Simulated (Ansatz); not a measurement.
MoPt2 (MoSi2 or CaC2 type, I4/mmm) under volume change, plane-wave PAW PBEsol (Ansatz code), shape and atoms relaxed at each volume.

```csv
V (Å³/atom),E − E(relaxed) (meV/atom),P (GPa)
13.852,135.0,34.62
14.309,(withheld),(withheld)
14.765,13.2,9.56
15.222,0.0,0.01
15.679,(withheld),(withheld)
16.135,44.2,-14.64
16.592,94.1,-20.16
```

Question: Complete the blanks.

Answer: 
- 14.309, E − E(relaxed) (meV/atom): 56.3
- 14.309, P (GPa): 20.99
- 15.679, E − E(relaxed) (meV/atom): 11.7
- 15.679, P (GPa): -7.98

Question: What does a third-order Birch–Murnaghan fit give for V₀, B₀ and B′?

Answer: V₀ = 15.22 Å³/atom, B₀ = 290 GPa, B′ = 5.0.

The cell is a constructed one: a structure type filled with these elements; neither database checked (COD, Materials Project) lists it. COD files the formula under space group No. 71, so this cell is another polymorph or a model. Its standing as an ambient phase is unchecked. The PBEsol relaxation kept the symmetry of its start; of distortions, only those at the zone centre were tested. No spin polarisation was allowed. Spin–orbit coupling is left out wherever it is not named.

Potentials: the earlier of the program's two PAW sets.
